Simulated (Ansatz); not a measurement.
BeAlNO:
```cif
data_AlBeNO
_chemical_formula_sum 'Al1 Be1 O1 N1'
_space_group_name_H-M_alt 'P3m1'
_space_group_IT_number 156
_space_group_name_Hall 'P 3 -2"'
_cell_length_a 2.97984
_cell_length_b 2.97984
_cell_length_c 4.65034
_cell_angle_alpha 90.000
_cell_angle_beta 90.000
_cell_angle_gamma 120.000
loop_
_atom_site_label
_atom_site_type_symbol
_atom_site_symmetry_multiplicity
_atom_site_Wyckoff_symbol
_atom_site_fract_x
_atom_site_fract_y
_atom_site_fract_z
_atom_site_occupancy
Al1 Al 1 b 0.33333 0.66667 0.51131 1
Be1 Be 1 c 0.66667 0.33333 0.99060 1
O1 O 1 b 0.33333 0.66667 0.11470 1
N1 N 1 c 0.66667 0.33333 0.63337 1
```

Relaxed with r²SCAN. r²SCAN in the plane-wave PAW code Ansatz gives a gap of 5.21 eV.

**Question.** What gap does HSE06 give on the same cell (Ansatz, PAW)?

**Answer.** 6.03 eV, 0.81 eV more. The hybrid was solved on a coarser mesh and at special points; the gap given is the minimum over both.

| k | v1 r²SCAN | c1 r²SCAN | v1 HSE06 | c1 HSE06 |
|---|---|---|---|---|
| Γ | 0.00 | 5.21 | 0.00 | 6.03 |
| A | -0.08 | 6.74 | … | … |
| K | -2.05 | 6.92 | -2.16 | 7.69 |
| H | -0.97 | 8.47 | … | … |
| M | -0.68 | 7.31 | … | … |
| L | -1.05 | 6.42 | … | … |

**Question.** Top valence (v1) and lowest conduction level (c1) in eV from each method's valence maximum (which need not be a listed point): supply the withheld HSE06 values.

**Answer.** 
- L, v1 HSE06: -1.12
- L, c1 HSE06: 7.20
- H, v1 HSE06: -1.01
- H, c1 HSE06: 9.35
- M, v1 HSE06: -0.73
- M, c1 HSE06: 8.10
- A, v1 HSE06: -0.09
- A, c1 HSE06: 7.56

Cost on shared cores: the r²SCAN run (SCF on a 11×11×6 mesh, then bands and DOS) very roughly 60 core-seconds, the HSE06 run (SCF on 8×8×5, then a few points) roughly 4 core-minutes; the tasks are unlike.

The start of the workflow was typed in or built on a structure type; neither database checked (COD, Materials Project) lists it. Whether it is the stable phase at ambient conditions was not checked. Symmetry was held in the r²SCAN relaxation; whether a distortion lowers the energy is not shown.

Potentials: the earlier of the program's two PAW sets. The files were generated under PBE; for other functionals the program regenerates the frozen cores, and for LDA and PBEsol the local potential too.
